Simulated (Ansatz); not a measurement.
SrO (rock salt, space group No. 225) under volume change, DFT-LDA in the program Ansatz with PAW potentials, scaled uniformly.

```tsv
V (Å³/atom)	E − E(relaxed) (meV/atom)	P (GPa)
14.776	50.8	12.15
15.263	21.3	7.41
15.750	5.0	3.39
16.237	0.0	-0.01
16.724	4.6	-2.90
17.212	17.2	-5.34
17.699	36.7	-7.41
```

### Question
What does a third-order Birch–Murnaghan fit give for V₀, B₀ and B′?

### Answer
V₀ = 16.24 Å³/atom, B₀ = 104 GPa, B′ = 4.5.

Space group Fm-3m (rock salt). The cell was relaxed with LDA under the symmetry of its start; phonons on a q-mesh show no instability.

Potentials: the later of the program's two PAW sets.
